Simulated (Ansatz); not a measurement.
CdGaO3:
```xyz
5
Lattice="3.4417 0.0000 0.0000 0.0000 3.4417 0.0000 0.0000 0.0000 5.0761" Properties=species:S:1:pos:R:3 pbc="T T T"
Ga     1.7209     1.7209     3.1786
Cd     0.0000     0.0000     0.7193
O      0.0000     1.7209     2.3818
O      1.7209     0.0000     2.3818
O      1.7209     1.7209     4.9943
```

Relaxed with r²SCAN+D4. Special points in fractions of this cell's reciprocal vectors: Γ (0.000, 0.000, 0.000); X (0.000, 0.500, 0.000); M (0.500, 0.500, 0.000); Z (0.000, 0.000, 0.500); R (0.000, 0.500, 0.500); A (0.500, 0.500, 0.500).

**Question.** List the band energies nearest the Fermi level at these points for the program Ansatz at the r²SCAN+D4 level (PAW).

**Answer.** In eV from the Fermi level; about four levels below and three above (degenerate sets whole), none deeper than 8.9 eV; … stands for higher levels left out; points with the same levels are listed once.

| k | below | above |
|---|---|---|
| Γ | -0.63 -0.63 -0.12 -0.12 | 1.46 … |
| X | -1.62 -1.42 -0.66 -0.23 | 6.10 … |
| M | -2.57 -2.57 -2.15 -1.65 -1.65 | 0.24 0.86 4.71 |
| Z | -0.99 -0.99 -0.75 -0.03 -0.03 | 3.30 … |
| R | -1.78 -1.37 -1.33 -0.27 | 6.29 … |
| A | -3.60 -3.60 -1.65 -0.54 -0.54 | 0.24 0.86 3.87 |

Space group P4mm. The start of the workflow was typed in or built on a structure type; neither database checked (COD, Materials Project) lists it. Whether it is the stable phase at ambient conditions was not checked. The cell was relaxed with r²SCAN+D4 under the symmetry of its start; its stability against distortions is not shown here. With an odd number of electrons in the cell and no spin polarisation, the count alone makes it a metal. Spin–orbit coupling is left out wherever it is not named.

Potentials: the later of the program's two PAW sets.
